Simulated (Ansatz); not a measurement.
LiF:
```
CELL_PARAMETERS angstrom
      2.52485     0.00000     0.00000
      0.00000     2.52485     0.00000
      0.00000     0.00000     2.52485
ATOMIC_POSITIONS crystal
  Li 0.00000 0.00000 0.00000
  F  0.50000 0.50000 0.50000
```

Relaxed with HSE06. Special points in fractions of this cell's reciprocal vectors: Γ (0.000, 0.000, 0.000); X (0.000, 0.500, 0.000); M (0.500, 0.500, 0.000); R (0.500, 0.500, 0.500).

Question: List the band energies nearest the valence-band maximum at these points for HSE06 in the plane-wave PAW code Ansatz.

Answer: In eV from the valence-band maximum; about four levels below and three above (degenerate sets whole), none deeper than 8.9 eV; … stands for higher levels left out; points with the same levels are listed once.

```json
[
 {"k": "Γ", "below": "-0.75 -0.75 -0.75", "above": "10.07 …"},
 {"k": "X", "below": "-4.06 -0.31 -0.31", "above": "11.63 …"},
 {"k": "M", "below": "-3.59 -3.59 0.00", "above": "15.87 …"},
 {"k": "R", "below": "-2.53 -2.53 -2.53", "above": "…"}
]
```

Space group Pm-3m (CsCl type). The workflow started from a Materials Project entry (that database holds measured and hypothetical structures alike); the Crystallography Open Database copy checked does not list it. It is not the phase usual at ambient conditions (space group No. 225). The HSE06 relaxation kept the symmetry of its start; whether a distortion lowers the energy is not shown. The hybrid was solved on a coarse mesh, the path and, where they were found, the r²SCAN edge points; its band edges are the extreme levels among these.

Potentials: the later of the program's two PAW sets.
